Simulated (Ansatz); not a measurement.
Mn (simple cubic, Pm-3m) under volume change, plane-wave PAW PBE (Ansatz code), scaled uniformly.

| V (Å³/atom) | E − E(relaxed) (meV/atom) | P (GPa) |
|---|---|---|
| 10.841 | 72.6 | 23.98 |
| 11.198 | 30.0 | 14.49 |
| 11.555 | … | … |
| 11.913 | 0.0 | 0.02 |
| 12.270 | … | … |
| 12.628 | 21.1 | -9.11 |
| 12.985 | 45.4 | -12.63 |

Problem. Fill in the missing entries.

Solution. 
- 12.270, E − E(relaxed) (meV/atom): 5.4
- 12.270, P (GPa): -4.77
- 11.555, E − E(relaxed) (meV/atom): 6.9
- 11.555, P (GPa): 6.41

Problem. What does a third-order Birch–Murnaghan fit give for V₀, B₀ and B′?

Solution. V₀ = 11.92 Å³/atom, B₀ = 190 GPa, B′ = 6.0.

A made-up cell: these elements were put on the sites of a structure type; neither database checked (COD, Materials Project) lists it. It is not the phase usual at ambient conditions (space group No. 217). The cell was relaxed with PBE under the symmetry of its start; its stability against distortions is not shown here. Magnetic state: ferromagnetic, the only order run, not a proven ground state. The cell computed holds one magnetic atom, so no antiferromagnetic order was within reach.

Potentials: the later of the program's two PAW sets.
